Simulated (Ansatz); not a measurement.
Given:

AgCl:
```
AgCl
1.0
    0.00000     2.77243     2.77243
    2.77243     0.00000     2.77243
    2.77243     2.77243     0.00000
Ag Cl
1 1
Direct
  0.50000   0.50000   0.50000
  0.00000   0.00000   0.00000
```

This is the r²SCAN-relaxed structure.

All from the program Ansatz at the r²SCAN level (PAW), unless another level is named. Give the gap with spin–orbit coupling.

1.43 eV.

What about the band gap?

1.48 eV (indirect).

Predict the smallest direct gap on the standard path.

3.57 eV.

And the electron effective mass?

0.29 mₑ (isotropic).

Give the HSE06 gap on the r²SCAN cell.

2.41 eV.

Predict the weight of the valence-edge state by species (Voronoi cells).

Ag 55 %, Cl 45 %.

Space group Fm-3m (rock salt). The cell was relaxed with r²SCAN under the symmetry of its start; phonons on a q-mesh show no instability. The run is not spin-polarised. Spin–orbit coupling is left out wherever it is not named.

Potentials: the later of the program's two PAW sets.
